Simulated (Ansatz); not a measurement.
# ZnCu: reading a single point

```
Cu Zn
1.0
     2.96159    2.96159    0.00000
     2.96159   -2.96159    0.00000
     0.00000    0.00000    2.96159
Cu Zn
2 2
Direct
  0.00000 0.00000 0.00000
  0.50000 0.50000 0.00000
  0.00000 0.50000 0.50000
  0.50000 0.00000 0.50000
```

Single point in Ansatz 0.2.0 with PBE, no spin polarisation. Cutoff 420 eV, PAW datasets, 8×8×11 Γ-centred k mesh, fermi-dirac filling (width 0.1 eV).

- Formation energy: -0.09 eV an atom against the elements' usual phases (free molecules for gases, crystals otherwise, with no correction for O₂ or N₂), so it is bound against them; other compounds may still compete. Relaxing would lower it.
- Charges: Bader charges in e: Zn +0.16, Cu -0.16. In the mean Zn gives up most and Cu takes most.
- Forces: The forces vanish by the symmetry of the sites.
- At the Fermi level: It is a metal, with about 1.1 states/eV a cell as the mean within 0.25 eV of the Fermi level.
- Contacts: Cu–Zn at 2.56 Å: least valence density 0.26 e/Å³ and ELF 0.25 there. Cu–Cu at 2.96 Å: least valence density 0.18 e/Å³ and ELF 0.26 there. Zn–Zn at 2.96 Å: least valence density 0.18 e/Å³ and ELF 0.29 there. Both are smooth PAW fields, read partly inside the augmentation spheres.
- Stress: The pressure is 0.2 GPa (compression positive), so with the atoms held at these fractions the cell is close to zero pressure.

Origin: a database entry at a rescaled volume.
